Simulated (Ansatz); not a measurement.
Below is a relaxed structure of HfAl2N3. The cell was found from a structure generator's guess, not taken from experiment.

All numbers below come from DFT PBE, scalar-relativistic, plane waves, PAW in Ansatz. Cutoff 420 eV, Γ-centred mesh, Gaussian smearing, no spin polarisation.

```
Hf Al N
1.0
     3.25007    0.00000    0.00000
    -1.62504    2.81465    0.00000
     0.00000    0.00000   15.98721
Hf Al N
2 4 6
Cartesian
  1.6250 0.9382 8.0052
  0.0000 1.8764 0.0116
  1.6250 0.9382 2.7661
  1.6250 0.9382 13.1987
  0.0000 1.8764 5.2051
  0.0000 1.8764 10.7597
  1.6250 0.9382 4.7024
  1.6250 0.9382 10.2381
  1.6250 0.9382 15.1263
  0.0000 1.8764 2.2445
  0.0000 1.8764 7.1327
  0.0000 1.8764 12.6960
```

Formation energies are uncorrected and refer to the elements' standard structures at the same level (N₂ as a molecule).

Q: What space group does it have?

A: P6_3mc (No. 186), with Hf and Al ordered on wurtzite sites. Conventional cell: a = 3.250 Å, c = 15.987 Å. Hf is surrounded by 3 N at 2.07 Å and 1 N at 2.23 Å; around Al on its first site lie 4 N at 1.94–1.95 Å; Al on its second site is surrounded by 4 N at 1.93–1.94 Å; around N on its first site lie 4 Al at 1.94 Å; 2 more sites not described.

Q: What is its formation energy per atom?

A: −1.17 eV/atom.

Q: Is it a metal?

A: Yes, bands cross the Fermi level on the 12×12×4 mesh.

The last run used a 12×12×4 mesh (in the run's order of axes) for its 12-atom cell and Gaussian smearing of 0.10 eV. These runs have no spin–orbit coupling, which can matter for Hf. Symmetry constrained the relaxation, so the result can be a saddle point. Another cell of HfAl2N3 relaxed alike, in P3m1, lies 56 meV/atom lower, so this cell isn't the stable form at this level.
